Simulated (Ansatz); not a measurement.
Relaxation of a generated cell, W built in the dhcp structure type; 4 atoms in the cell, which starts as P6₃/mmc (No. 194), hP4; a = 2.829 Å, b = 2.829 Å, c = 9.103 Å, α = 90.00°, β = 90.00°, γ = 120.00°. Calculation: PBEsol (plane waves to 420 eV, PAW, scalar-relativistic; Ansatz, a program for electronic structure). Γ-centred k-mesh 13×13×4 on the run's cell (coarser than for final values), Fermi–Dirac smearing 0.05 eV. This is the first round of the run. 

The optimiser's lines from the output (shortened; P is positive under compression):

```
relax step   1: F+E_penalty+E_count = -41028.16074608 eV  Δ(F+E_penalty+E_count) = +0.000e0 eV  max|allowed force component| = 1.446e-17 eV/Å  Δτ_max = 0.0000 Å  P = +3.277 GPa  Ω = 63.109 Å³  (6 SCF iters, dr2 threshold 1.00e-7 eV, accepted)
relax step   2: F+E_penalty+E_count = -41028.27932587 eV  Δ(F+E_penalty+E_count) = -1.186e-1 eV  max|allowed force component| = 1.850e-17 eV/Å  Δτ_max = 0.0000 Å  P = -7.285 GPa  Ω = 65.547 Å³  (6 SCF iters, dr2 threshold 4.00e-7 eV, accepted)
relax step   3: F+E_penalty+E_count = -41028.29875646 eV  Δ(F+E_penalty+E_count) = -1.943e-2 eV  max|allowed force component| = 7.401e-17 eV/Å  Δτ_max = 0.0000 Å  P = -7.961 GPa  Ω = 66.173 Å³  (6 SCF iters, dr2 threshold 4.00e-7 eV, accepted)
relax step   4: F+E_penalty+E_count = -41028.36881806 eV  Δ(F+E_penalty+E_count) = -7.006e-2 eV  max|allowed force component| = 5.898e-17 eV/Å  Δτ_max = 0.0000 Å  P = -2.537 GPa  Ω = 64.641 Å³  (6 SCF iters, dr2 threshold 4.00e-7 eV, accepted)
relax step   5: F+E_penalty+E_count = -41028.37380881 eV  Δ(F+E_penalty+E_count) = -4.991e-3 eV  max|allowed force component| = 3.701e-17 eV/Å  Δτ_max = 0.0000 Å  P = +0.134 GPa  Ω = 64.088 Å³  (6 SCF iters, dr2 threshold 4.00e-7 eV, accepted)
relax step   6: F+E_penalty+E_count = -41028.37381080 eV  Δ(F+E_penalty+E_count) = -1.982e-6 eV  max|allowed force component| = 7.286e-17 eV/Å  Δτ_max = 0.0000 Å  P = +0.001 GPa  Ω = 64.114 Å³  (6 SCF iters, dr2 threshold 6.76e-8 eV, accepted)
relax step   7: F+E_penalty+E_count = -41028.37463540 eV  Δ(F+E_penalty+E_count) = -8.246e-4 eV  max|allowed force component| = 6.823e-17 eV/Å  Δτ_max = 0.0000 Å  P = +0.000 GPa  Ω = 64.114 Å³  stress off target by 2.23e-2 GPa  SCF on the basis re-selected at this cell (its energy is not comparable with the rows above)  (9 SCF iters)
relax step   8: F+E_penalty+E_count = -41028.37463556 eV  Δ(F+E_penalty+E_count) = -1.625e-7 eV  max|allowed force component| = 7.401e-17 eV/Å  Δτ_max = 0.0000 Å  P = +0.001 GPa  Ω = 64.115 Å³  (7 SCF iters, dr2 threshold 1.24e-9 eV, accepted)
relax step   9: F+E_penalty+E_count = -41028.37463623 eV  Δ(F+E_penalty+E_count) = -6.634e-7 eV  max|allowed force component| = 9.252e-17 eV/Å  Δτ_max = 0.0000 Å  P = +0.001 GPa  Ω = 64.115 Å³  stress off target by 2.95e-3 GPa  SCF on the basis re-selected at this cell (its energy is not comparable with the rows above)  (6 SCF iters)
```

From the first to the last row the energy changes by -0.05 eV/atom and the volume by +1.6 %. The last row is marked as not comparable with the walk above it, whose basis was carried along; it does compare with step 1, since both stand on a basis selected at the nominal cutoff for their own cell.

Later rounds, restarted from the end of this one on a renewed k-mesh, logged 4 more steps and released under 0.01 eV/atom more. The final structure after all rounds: P6₃/mmc (No. 194), hP4, AFLOW prototype A_hP4_194_ac (A3', as in La); a = b = 2.7603 Å, c = 9.7116 Å, α = β = 90.00°, γ = 120.00°. Between re-selections the logged energies stand on a plane-wave basis carried along with the cell. No spin polarisation in the result.

The run could not lose the symmetry of its start: the end is stationary, and may be a saddle point rather than a minimum.

All atoms sit on sites fixed by symmetry, so only the cell could relax.

The relaxed structure here is a generated cell of W: the first start was made by placing the elements on the sites of a structure type, and the end was not matched to a known phase here, so it may be hypothetical. Known forms of W include space group No. 229.
